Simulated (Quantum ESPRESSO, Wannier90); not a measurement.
## Wannier functions of MoS$_{2}$ (R3m)

```xyz
3
Lattice="-1.5921 2.7577 0.0000 -3.1843 0.0000 0.0000 -1.5921 0.9192 6.4821" Properties=species:S:1:pos:R:3 pbc="T T T"
Mo     0.0000     0.0000    -0.0043
S      1.5921    -0.9192     1.5480
S      1.5921    -0.9192    -1.5563
```

Cell from Materials Project (mp-1434), symmetrised, no further relaxation. COD (Crystallography Open Database) has the formula in 3 space groups, this one among them (matched by group alone). Method: PBEsol plane waves in Quantum ESPRESSO 7.5 (PseudoDojo norm-conserving files, 64 Ry, no spin polarisation, no spin-orbit coupling), Bloch states on a 12×12×12 mesh through Γ, Wannier90 4.0.1. Density: 12×12×12 mesh, cold smearing 0.01 Ry. The cell is built of weakly bound layers, chains or molecules, whose nearest atoms lie 3.85 Å apart. Database cells relaxed without dispersion often hold them too far apart, which can enlarge gaps and weakens couplings between them; spacing and stacking were not compared with the measured crystal.

A tight-binding model is made by disentanglement and projection with no localisation steps (num_iter = 0), so the 11 orbitals stay atom-like: hydrogen-like Mo: d; S: p, axes along x, y, z; frozen window up to 2.57 eV relative to the valence-band maximum. It follows pw.x to 0.5 meV rms for states up to 2.1 eV relative to the valence-band maximum. Matrix elements depend on this choice of orbitals and windows.

Problem. What are the on-site energies relative to the valence-band maximum, and how fast do the hoppings decay?

Solution. 
```csv
atom,orbitals,energy (eV)
Mo1,dz2,-0.80
Mo1,dxz dyz,0.24
Mo1,dx2-y2 dxy,-0.67
S2,pz,-2.18
S2,px py,-2.03
S3,pz,-2.18
S3,px py,-2.03
```

```tsv
distance of the centres (Å)	largest modulus (eV)
2–3	1.6
3–4	1.1
4–5	0.14
5–6	0.069
6–7	0.062
7–8	0.013
8–9	0.015
9–10	0.011
10–11	0.0032
11–12	0.0029
12–13	0.0019
```
